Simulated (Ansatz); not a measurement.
TaAg (L1₀ or tetragonal B2, P4/mmm), DFT-r²SCAN in the program Ansatz with PAW potentials, all energies at zero smearing, with the estimated change up to a 700 eV cutoff added, with one set of potentials and settings (totals compare only within such a set). Cell of 2 atoms (1 Ag, 1 Ta): -17548.373 eV.

```
element             reference phase  E (eV/atom)
-------  --------------------------  -----------
Ag        R-3m, 3 atoms in the cell   -7604.0048
Ta       Im-3m, 1 atoms in the cell   -9945.1755
```

Formation energy per atom, worked out: (-17548.373 − 1×(-7604.0048) − 1×(-9945.1755))/2 = 0.403 eV/atom (39 kJ per mol of atoms), at 0 K, without zero-point energy or fitted corrections.

The start of the workflow was typed in or built on a structure type; neither database checked (COD, Materials Project) lists it. Its standing as an ambient phase is unchecked. The r²SCAN relaxation kept the symmetry of its start; whether a distortion lowers the energy is not shown. The run is not spin-polarised. Its formation energy is positive at this level, so the cell may be metastable or incomplete. The references are the lowest solids computed at this level, not always the standard phases. Spin–orbit coupling is left out wherever it is not named.

Potentials: the earlier of the program's two PAW sets. The files were generated under PBE; for other functionals the program regenerates the frozen cores, and for LDA and PBEsol the local potential too.
